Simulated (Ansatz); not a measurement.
One relaxed cell of CsLuCdTe3 at several levels

A database entry relaxed whole under r2SCAN at zero pressure (Cmcm, No. 63):

```yaml
crystal:
  lattice:
    - [2.23796, -8.55595, 0.00000]
    - [2.23796, 8.55595, 0.00000]
    - [0.00000, 0.00000, 11.75627]
  atoms:
    - { symbol: Cs, position: [0.25053, 0.74947, 0.75000] }
    - { symbol: Cs, position: [0.74947, 0.25053, 0.25000] }
    - { symbol: Lu, position: [0.00000, 0.00000, 0.50000] }
    - { symbol: Lu, position: [0.00000, 0.00000, 0.00000] }
    - { symbol: Cd, position: [0.54025, 0.45975, 0.75000] }
    - { symbol: Cd, position: [0.45975, 0.54025, 0.25000] }
    - { symbol: Te, position: [0.61975, 0.38025, 0.54331] }
    - { symbol: Te, position: [0.38025, 0.61975, 0.04331] }
    - { symbol: Te, position: [0.38025, 0.61975, 0.45669] }
    - { symbol: Te, position: [0.61975, 0.38025, 0.95669] }
    - { symbol: Te, position: [0.93715, 0.06285, 0.75000] }
    - { symbol: Te, position: [0.06285, 0.93715, 0.25000] }
```

Its volume is 37.52 Å³ an atom, +3.1 % against the entry's 36.40, a measured cell (2008, 293 K).

Single points on this cell with plane-wave PAW DFT (Ansatz 0.2.0; r2SCAN 500 eV, hybrids 420 eV; fermi-dirac occupations of width 0.020 eV; no moments): r2SCAN on a 8×8×4 Γ-centred mesh; r2SCAN with spin-orbit coupling on a 4×4×2 Γ-centred mesh; PBE0 on a 4×4×2 Γ-centred mesh.

**Question.** What does each level give for gap and charges?

**Answer.** The runs give:

```json
{"level": "r2SCAN", "gap (eV), or kind": "1.91", "pressure (GPa)": "0.0", "Bader charge of Cs (e)": "+0.80", "Bader charge of Lu (e)": "+1.85", "Bader charge of Cd (e)": "+0.50", "Bader charge of Te (e)": "-1.05"}
{"level": "r2SCAN with spin-orbit coupling", "gap (eV), or kind": "1.66", "pressure (GPa)": "0.0", "Bader charge of Cs (e)": "+0.80", "Bader charge of Lu (e)": "+1.84", "Bader charge of Cd (e)": "+0.49", "Bader charge of Te (e)": "-1.05"}
{"level": "PBE0", "gap (eV), or kind": "2.92", "pressure (GPa)": "0.1", "Bader charge of Cs (e)": "+0.80", "Bader charge of Lu (e)": "+1.88", "Bader charge of Cd (e)": "+0.51", "Bader charge of Te (e)": "-1.06"}
```

Under r2SCAN the gap is 1.91 eV, over mesh and band path. Spin-orbit coupling moves the r2SCAN gap by -0.25 eV.

Caveats: the relaxation kept the start's symmetry; HSE06 is read on its mesh and at the zone's corners, PBE0 on its mesh alone; hybrid pressures are good to a few tenths of a GPa; pressure is positive in compression.
